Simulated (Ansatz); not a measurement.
YSiO in space group P4/nmm (No. 129; Y on 2c, Si on 2a, O on 2c) at seven volumes, the program Ansatz at the PBEsol level (PAW), shape and atoms relaxed at each. One row is withheld.

| V (Å³/atom) | P (GPa) |
|---|---|
| 13.554 | 15.31 |
| 14.001 | 9.35 |
| 14.448 | 4.29 |
| 14.895 | 0.00 |
| 15.342 | ? |
| 15.789 | -6.69 |
| 16.235 | -9.25 |

**Question.** Fit the shown pressures and predict the withheld one.

**Answer.** Third-order Birch–Murnaghan: P = (3/2)B₀(x^(7/2) − x^(5/2))[1 + (3/4)(B′ − 4)(x − 1)] with x = (V₀/V)^(2/3). Least squares on the six rows gives V₀ = 14.896 Å³/atom, B₀ = 130.8 GPa, B′ = 4.55. At V = 15.342, x = 0.9805 and P = -3.61 GPa. The run itself gave -3.64 GPa.

The start of the workflow was typed in or built on a structure type; neither database checked (COD, Materials Project) lists it. Whether it is the stable phase at ambient conditions was not checked. The cell was relaxed with PBEsol under the symmetry of its start; its stability against distortions is not shown here. The run is not spin-polarised.

Potentials: the earlier of the program's two PAW sets. The files were generated under PBE; for other functionals the program regenerates the frozen cores, and for LDA and PBEsol the local potential too.
